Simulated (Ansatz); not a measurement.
Sn (beta-Sn type, space group I4_1/amd)

```
CELL_PARAMETERS angstrom
     -2.97355     2.97355     1.60610
      2.97355    -2.97355     1.60610
      2.97355     2.97355    -1.60610
ATOMIC_POSITIONS crystal
  Sn 0.75000 0.25000 0.50000
  Sn 0.00000 0.00000 0.00000
```

In each cell atom 1 (Sn, nearest neighbour Sn at 3.080 Å; its periodic images, 3.2 Å or more away, move with it) moves by s·(1.000, 0.000, 0.000) (along Cartesian x), the rest being held.

The numbers are results of PBE (plane waves to 420 eV, PAW, scalar-relativistic; Ansatz, a first-principles code), not measurements. k mesh 13×13×13 (Γ-centred), Fermi-Dirac smearing 0.05 eV. E stands for the smeared free energy. With partly filled bands, energies and forces of such displacements shift with the k mesh and the smearing. Sn was relaxed with its symmetry unable to fall. The PAW data are Ansatz's earlier set. ΔE is measured from the undisplaced structure. The last digit holds for this mesh only.

```tsv
s (Å)	ΔE (meV/cell)
-0.310	170.7
-0.248	withheld
-0.186	57.4
-0.124	25.0
-0.062	6.2
0.000	0.0
0.062	6.2
0.124	25.0
0.186	57.4
0.248	withheld
0.310	170.7
```

Task: Fit an even polynomial form (powers 2, 4) to the given rows and predict ΔE at s = 0.248.

Result: Least squares on the 9 given rows: ΔE = (1595)·s² + (1891)·s⁴, in meV/cell with s in Å; root-mean-square residual 0.04 meV/cell. At 0.248 the fit gives 105.3 meV/cell; the calculation gives 105.0 meV/cell, so the interpolation is off by 0.3 (+0.3 %). The quadratic term alone would give 98.1 meV/cell.

(For displaced atoms, the force is minus the slope of the energy, and its curvature is a force constant, which sets phonon frequencies.)
